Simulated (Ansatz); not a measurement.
Starting cell, AlN (wurtzite):

```yaml
crystal:
  lattice:
    - [3.10670, 0.00000, 0.00000]
    - [-1.55335, 2.69048, 0.00000]
    - [0.00000, 0.00000, 9.95692]
  atoms:
    - { symbol: Al, position: [0.33333, 0.66667, 0.49830] }
    - { symbol: Al, position: [0.33333, 0.66667, 0.99830] }
    - { symbol: Al, position: [0.66667, 0.33333, 0.24830] }
    - { symbol: Al, position: [0.66667, 0.33333, 0.74830] }
    - { symbol: N, position: [0.33333, 0.66667, 0.18910] }
    - { symbol: N, position: [0.33333, 0.66667, 0.68910] }
    - { symbol: N, position: [0.66667, 0.33333, 0.43910] }
    - { symbol: N, position: [0.66667, 0.33333, 0.93910] }
```

The atoms are displaced by Q × the pattern below (from a DFPT mode at A = (0.0, 0.0, 0.5), largest move 1; Q in Å), at fixed cell. It is one choice among 4 degenerate patterns. (q is in reciprocal vectors of the primitive cell; the cell shown is doubled to hold the pattern.)

```csv
atom,x,y,z
Al1,0.000,-0.975,0.000
Al2,0.000,0.975,0.000
Al3,0.000,-0.832,0.000
Al4,0.000,0.832,0.000
N5,0.000,-0.682,0.000
N6,0.000,0.682,0.000
N7,0.000,-1.000,0.000
N8,0.000,1.000,0.000
```

Calculation: r2SCAN (plane waves to 500 eV, PAW, scalar-relativistic; Ansatz, a quantum-chemistry and plane-wave program). k mesh 12×12×4 (Γ-centred), Fermi-Dirac smearing 0.05 eV. Energies are smeared free energies. AlN was relaxed with its symmetry unable to fall. The zero of ΔE is the undisplaced structure.

| Q (Å) | ΔE (eV/cell) |
|---|---|
| -0.100 | 0.0783 |
| -0.067 | 0.0348 |
| -0.033 | 0.0087 |
| 0.000 | 0.0000 |
| 0.033 | 0.0087 |
| 0.067 | 0.0348 |
| 0.100 | 0.0783 |

Question: Which DFPT wavenumber at A = (0.0, 0.0, 0.5) belongs to this mode?
A. 843 cm⁻¹
B. 181 cm⁻¹
C. 669 cm⁻¹
D. 355 cm⁻¹

Answer: B, 181 cm⁻¹. The curvature of the scan gives 181 cm⁻¹

(For displaced atoms, the force is minus the slope of the energy, and its curvature is a force constant, which sets phonon frequencies.)
